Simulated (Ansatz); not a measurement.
Relaxed-ion elastic tensor of Si (diamond, space group No. 227) in GPa (Voigt order), the program Ansatz at the r²SCAN level (PAW); density 2.31 g/cm³, 20.17 Å³ per atom.

```
 168  61.7  61.7   0.0   0.0   0.0
61.7   168  61.7   0.0   0.0   0.0
61.7  61.7   168   0.0   0.0   0.0
 0.0   0.0   0.0  81.5   0.0   0.0
 0.0   0.0   0.0   0.0  81.5   0.0
 0.0   0.0   0.0   0.0   0.0  81.5
```

Problem. Is the crystal mechanically stable?

Solution. Yes: the smallest eigenvalue of C is 81.5 GPa.

Problem. Work out the Voigt, Reuss and Hill averages.

Solution. K_V = 97.1, K_R = 97.1, K_H = 97.1; G_V = 70.2, G_R = 67.2, G_H = 68.7 GPa.

Problem. Give Young's modulus, Poisson's ratio, Pugh's ratio and the universal anisotropy index.

Solution. E = 9KG/(3K + G) = 167 GPa; ν = 0.21; K/G = 1.41 (brittle by the Pugh limit of 1.75); A_U = 5G_V/G_R + K_V/K_R − 6 = 0.22.

Problem. Estimate the sound speeds and the Debye temperature.

Solution. v_l = √((K + 4G/3)/ρ) = 9030 m/s, v_t = √(G/ρ) = 5450 m/s, mean 6030 m/s; Θ = (h/k)(3n/4πV)^(1/3) v_m = 659 K.

Problem. Give the Zener ratio and Young's modulus along [100], [110] and [111].

Solution. A = 2C44/(C11 − C12) = 1.53; 1/E = S11 − 2(S11 − S12 − S44/2)Γ with Γ = 0, 1/4, 1/3 gives 135, 173, 191 GPa.

Problem. Solve the Christoffel equation for the three sound speeds along [100], [110], [111].

Solution. Eigenvalues of C_ijkl n_j n_l equal ρv². In km/s, slowest first: [100] 5.94, 5.94, 8.52; [110] 4.80, 5.94, 9.22; [111] 5.20, 5.20, 9.43.

Space group Fd-3m (diamond). Symmetry was held in the r²SCAN relaxation; phonons on a q-mesh show no instability.

Potentials: the earlier of the program's two PAW sets.
